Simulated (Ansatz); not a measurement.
A (100) slab of Ag (P6_3/mmc (No. 194)), 10 planes, outer planes Ag (top) and Ag (bottom), with 10 atoms (Ag10) in a surface cell of A = 13.449 Å², as cut from the bulk:

```yaml
crystal:
  lattice:
    - [2.86706, 0.00000, 0.00000]
    - [0.00000, 4.69071, 0.00000]
    - [0.00000, 0.00000, 26.58710]
  atoms:
    - { symbol: Ag, position: [0.00000, 0.25000, 0.28209] }
    - { symbol: Ag, position: [0.00000, 0.75000, 0.34435] }
    - { symbol: Ag, position: [0.50000, 0.25000, 0.37548] }
    - { symbol: Ag, position: [0.50000, 0.75000, 0.43774] }
    - { symbol: Ag, position: [0.00000, 0.25000, 0.46887] }
    - { symbol: Ag, position: [0.00000, 0.75000, 0.53113] }
    - { symbol: Ag, position: [0.50000, 0.25000, 0.56226] }
    - { symbol: Ag, position: [0.50000, 0.75000, 0.62452] }
    - { symbol: Ag, position: [0.00000, 0.25000, 0.65565] }
    - { symbol: Ag, position: [0.00000, 0.75000, 0.71791] }
```

These are results of DFT PBEsol, scalar-relativistic, plane waves, PAW in Ansatz 0.2.0, not measurements. Plane waves to 420 eV, a k mesh through Γ of 12×8×1 on the computed 10-atom cell and Gaussian smearing (0.10 eV); no spin polarisation. The cell repeats along c with a dipole correction in the vacuum.

Against the same 10 atoms in the bulk, the slab as cut lies 2.250 eV higher and the relaxed slab 2.174 eV higher.

Q: Work out the surface energy before and after relaxation.

A: The slab has two faces, so γ = (E_slab − N·E_bulk)/(2A), the mean of both. As cut: 2.250/(2 × 13.449) = 0.0836 eV/Å², and 1 eV/Å² = 16.02 J/m², so γ = 1.34 J/m². Relaxed: 2.174/(2 × 13.449) = 0.0808 eV/Å² = 1.29 J/m². Relaxation recovers 3 % of the cost of cutting.

Q: What is the ideal work of this cut, per area?

A: Griffith's ideal work is 2γ: 2.68 J/m² if the new faces stay rigid, 2.59 J/m² if they relax. Other cuts parallel to this plane can cost less. One thickness was run, 10 planes, so γ can still shift with it.

The reference crystal is a form of Ag, which isn't its usual structure.